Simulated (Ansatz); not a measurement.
BiRh, DFT, LDA, PAW with Ansatz's default frozen-core files, scalar-relativistic (Ansatz 0.2.0), run on 1 thread of Intel(R) Xeon(R) 6975P-C (Granite Rapids) on a shared host.

The cell comes from COD entry 9008914, which wasn't checked; take it as a given geometry. The listed cell was then made from it by scaling, straining or moving an atom.

Command: `ansatz run input.yaml --threads 1 --pin off --max-ram 4096MiB --backend cpu --events-out ev --progress --plain --runs-dir out`

```yaml
crystal:
  lattice:
    - [4.1742957767, 0.0, 0.0]
    - [-2.0871478883, 3.6150461854, 0.0]
    - [0.0, 0.0, 5.7740674134]
  atoms:
    - { symbol: Bi, position: [0.3333333333, 0.6666666667, 0.25] }
    - { symbol: Bi, position: [0.6666666667, 0.3333333333, 0.75] }
    - { symbol: Rh, position: [0.0, 0.0, 0.0] }
    - { symbol: Rh, position: [0.0, 0.0, 0.5] }
kpoints:
  mp_grid: { grid: [12, 12, 7] }
scf:
  occupations: { method: fermi_dirac, width: 0.03 }
hamiltonian:
  xc: lda
  pseudopotentials: { kind: paw }
output:
  forces: true
  stress: true
  eigenvalues: true
  efg: { contact_densities: true }
```

Problem. How large is the problem that the program sets up?

Solution. 76 irreducible k-points, 1669 plane waves at Γ, 39 bands.

Problem. Estimate the wall time and the peak memory.

Solution. 6.6 s of wall time for 6 SCF iterations, with a peak of 0.59 GiB. Times on shared machines scatter by tens of per cent.

Problem. And the same cell and mesh by crystal-made all-electron datasets, asked for forces, stress, eigenvalues, efg, on the same hardware?

Solution. 37 s, peak memory 1.5 GiB.
